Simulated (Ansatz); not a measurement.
Cs:
```
Cs
1.0
    5.03025     0.00000     0.00000
    0.00000     5.03025     0.00000
    0.00000     0.00000     5.03025
Cs
1
Direct
  0.00000   0.00000   0.00000
```

Relaxed with r²SCAN. Special points in fractions of this cell's reciprocal vectors: Γ (0.000, 0.000, 0.000); X (0.000, 0.500, 0.000); M (0.500, 0.500, 0.000); R (0.500, 0.500, 0.500).

List the band energies nearest the Fermi level at these points for DFT-r²SCAN in the program Ansatz with PAW potentials.

In eV from the Fermi level; about four levels below and three above (degenerate sets whole), none deeper than 8.9 eV; points with the same levels are listed once.

| k | below | above |
|---|---|---|
| Γ | -1.69 | 1.52 1.52 4.53 4.53 4.53 |
| X | -0.08 | 0.25 1.99 3.10 3.10 |
| M | – | 0.29 1.45 2.03 2.03 |
| R | – | 1.15 1.15 1.15 |

Space group Pm-3m (simple cubic). A made-up cell: these elements were put on the sites of a structure type; neither database checked (COD, Materials Project) lists it. It is not the phase usual at ambient conditions (space group No. 229). The cell was relaxed with r²SCAN under the symmetry of its start. At this level the phase is mechanically unstable. Spin–orbit coupling is left out wherever it is not named.

Potentials: the later of the program's two PAW sets.
